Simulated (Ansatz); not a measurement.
W (bcc (W type)), relaxed and computed with several functionals in Ansatz (plane waves, PAW).

```csv
functional,a (Å)
r²SCAN,3.169
PBEsol,(withheld)
r²SCAN+D4,3.163
PBE,3.184
```

What belongs in the gaps?


- PBEsol, a (Å): 3.155

All cells were relaxed under the symmetry of their starts (and spin orders); stability against distortions was not tested throughout. Named crystals with no word on spin ran without spin polarisation. Spin–orbit coupling is left out wherever it is not named.

Potentials: the earlier of the program's two PAW sets. The files were generated under PBE; for other functionals the program regenerates the frozen cores, and for LDA and PBEsol the local potential too.

Ansatz (an electronic-structure program) is a plane-wave DFT program.
